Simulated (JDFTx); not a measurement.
System: Cu(111) (Fm-3m bulk; lattice of mp-30, not re-optimised at this level), (1×1) cell of 5 atoms in 5 planes, area 5.54 Å² a face, 8.3 Å between the outermost planes in a cell 27.3 Å high; k mesh 10×10×1, Fermi width 0.01 Ha, no spin polarisation.

Adsorbate: OH on both faces at 1.00 monolayer, started ontop and relaxed in vacuum, keeping the symmetry of the start.

Level of theory: PBE-D3(BJ), GBRV ultrasoft potentials, plane waves to 20/100 Ha; code: JDFTx (a modified build). The adsorption energy per OH is [E(slab + 2 OH) − E(slab)]/2 − (E(H2O) − ½ E(H2)), with the gas molecules relaxed at the same level and slab energies taken as (E + F)/2, the usual estimate of zero smearing. In reaction energies these potentials put H₂ about 0.03 eV too high against large-basis PBE. These are electronic energies without vibrational corrections. Reconstruction of the substrate beyond this cell is outside the model.

### Question
Predict the adsorption energy and the geometry, and the change of the work function.

### Answer
1.02 eV. O sits 1.87 Å above the highest substrate atom, bound to 1 Cu at 1.87 Å; O–H is 1.01 Å. The work function goes from 4.86 to 6.19 eV. In CANDLE, water, 1 M NaCl, at zero charge, the adsorption energy is 1.02 eV and the potential of zero charge moves from 0.12 to 1.62 V vs SHE (4.44 V convention).
